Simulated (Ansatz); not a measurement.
Relaxation of a relaxed W cell, doubled along one cell vector, shaken by Gaussian noise of σ = 0.08 Å a coordinate; 2 atoms in the cell, which starts as P-1 (No. 2), aP2; a = b = 2.7452 Å, c = 4.4828 Å, α = β = 90.00°, γ = 109.47°. Level of theory: r2SCAN (plane waves to 500 eV, PAW, scalar-relativistic; Ansatz, a first-principles code). Γ-centred k-mesh 14×14×7 on the run's cell (coarser than for final values), Fermi–Dirac smearing 0.05 eV. This is the first round of the run. 

The optimiser's lines from the output (shortened; P is positive under compression):

```
relax step   1: F+E_penalty+E_count = -20796.46330292 eV  Δ(F+E_penalty+E_count) = +0.000e0 eV  max|allowed force component| = 8.407e-1 eV/Å  Δτ_max = 0.0000 Å  P = +0.700 GPa  Ω = 31.850 Å³  (7 SCF iters, dr2 threshold 1.00e-7 eV, accepted)
relax step   2: F+E_penalty+E_count = -20796.15775371 eV  Δ(F+E_penalty+E_count) = +3.055e-1 eV  max|allowed force component| = 2.229e0 eV/Å  Δτ_max = 0.1962 Å  P = +2.099 GPa  Ω = 31.893 Å³  (8 SCF iters, dr2 threshold 2.00e-7 eV, rejected (line search))
relax step   3: F+E_penalty+E_count = -20796.49907005 eV  Δ(F+E_penalty+E_count) = -3.577e-2 eV  max|allowed force component| = 1.187e-1 eV/Å  Δτ_max = 0.0543 Å  P = -1.088 GPa  Ω = 31.986 Å³  (10 SCF iters, accepted)
relax step   4: F+E_penalty+E_count = -20796.50472064 eV  Δ(F+E_penalty+E_count) = -5.651e-3 eV  max|allowed force component| = 2.845e-3 eV/Å  Δτ_max = 0.0148 Å  P = -0.062 GPa  Ω = 31.880 Å³  (6 SCF iters, dr2 threshold 2.00e-7 eV, accepted)
relax step   5: F+E_penalty+E_count = -20796.50487938 eV  Δ(F+E_penalty+E_count) = -1.587e-4 eV  max|allowed force component| = 3.426e-4 eV/Å  Δτ_max = 0.0003 Å  P = +0.004 GPa  Ω = 31.874 Å³  (5 SCF iters, dr2 threshold 2.00e-7 eV, accepted)
relax step   6: F+E_penalty+E_count = -20796.50488323 eV  Δ(F+E_penalty+E_count) = -3.856e-6 eV  max|allowed force component| = 3.394e-4 eV/Å  Δτ_max = 0.0000 Å  P = +0.004 GPa  Ω = 31.874 Å³  stress off target by 8.56e-3 GPa  SCF on the basis re-selected at this cell (its energy is not comparable with the rows above)  (5 SCF iters)
```

From the first to the last row the energy changes by -0.02 eV/atom and the volume by +0.1 %. The last row is marked as not comparable with the walk above it, whose basis was carried along; it does compare with step 1, since both stand on a basis selected at the nominal cutoff for their own cell.

Step 2 was rejected by the optimiser.

Later rounds, restarted from the end of this one on a renewed k-mesh, logged 4 more steps and released under 0.01 eV/atom more. The final structure after all rounds: Im-3m (No. 229), cI2, bcc (W type); a = 3.1698 Å, b = 3.1698 Å, c = 3.1698 Å, α = 90.00°, β = 90.00°, γ = 90.00°. No spin polarisation in the result.

The run could not lose the symmetry of its start.
